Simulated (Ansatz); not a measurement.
Bi:
Space group P4/nmm, origin choice 1 (No. 129); a = 4.520 Å, b = 4.520 Å, c = 3.250 Å, α = 90.00°, β = 90.00°, γ = 90.00°

| atom | site | symmetry | x | y | z |
|---|---|---|---|---|---|
| Bi | 2c | 4mm | 0.5000 | 0.0000 | 0.4369 |

Relaxed at zero pressure with DFT-PBEsol in the program Ansatz with PAW potentials.

Problem. The volume is raised by 9 % and shape and atoms relax at that volume. What pressure results, and how do the axes share the change?

Solution. -3.5 GPa; a 3.4 %, b 3.4 %, c 2.0 %; the energy rises by 34 meV/atom.

Problem. Give the new structure.

Solution. 
Space group P4/nmm, origin choice 1 (No. 129); a = 4.6731 Å, b = 4.6731 Å, c = 3.3144 Å, α = 90.00°, β = 90.00°, γ = 90.00°

```json
[
 {"atom": "Bi", "site": "2c", "symmetry": "4mm", "x": "0.5000", "y": "0.0000", "z": "0.4988"}
]
```

The phase is kept; no other phase was compared at this pressure.

The first step of the workflow began from a Materials Project structure, measured or hypothetical; the Crystallography Open Database copy checked does not list it. It is not the phase usual at ambient conditions (space group No. 166). The cell was relaxed with PBEsol under the symmetry of its start; whether a distortion lowers the energy is not shown. Axis ratios of metals converge slowly with the k-mesh, so a and c are less sure than the volume. Scalar-relativistic: spin–orbit coupling is off unless named, which matters more the heavier the elements.

Potentials: the earlier of the program's two PAW sets. The files were generated under PBE; for other functionals the program regenerates the frozen cores, and for LDA and PBEsol the local potential too.
